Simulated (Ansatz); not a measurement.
Ru:
```yaml
crystal:
  lattice:
    - [2.72089, 0.00000, 0.00000]
    - [-1.36044, 2.35636, 0.00000]
    - [0.00000, 0.00000, 4.29527]
  atoms:
    - { symbol: Ru, position: [0.33333, 0.66667, 0.75000] }
    - { symbol: Ru, position: [0.66667, 0.33333, 0.25000] }
```

Relaxed with PBE. Special points in fractions of this cell's reciprocal vectors: Γ (0.000, 0.000, 0.000); M (0.500, 0.000, 0.000); K (0.333, 0.333, 0.000); A (0.000, 0.000, 0.500); L (0.500, 0.000, 0.500); H (0.333, 0.333, 0.500).

Q: List the band energies nearest the Fermi level at these points for PBE (plane waves, PAW; program Ansatz).

A: In eV from the Fermi level; about four levels below and three above (degenerate sets whole), none deeper than 8.9 eV; … stands for higher levels left out; points with the same levels are listed once.

```tsv
k	below	above
Γ	-1.90 -1.90 -1.40 -1.40	1.14 1.14 …
M	-2.99 -2.04 -1.80 -1.50	1.35 1.77 1.86
K	-3.73 -2.80 -2.80 -1.07	0.97 0.97 1.41
A	-2.74 -2.74 -2.74 -2.74 -2.67 -2.67	…
L	-4.45 -4.45 -1.06 -1.06	0.42 0.42 1.61 1.61
H	-2.69 -2.69 -1.18 -1.18	1.18 1.18 …
```

Space group P6_3/mmc (hcp (Mg type)). Symmetry was held in the PBE relaxation. The run is not spin-polarised. Spin–orbit coupling is left out wherever it is not named.

Potentials: the later of the program's two PAW sets.
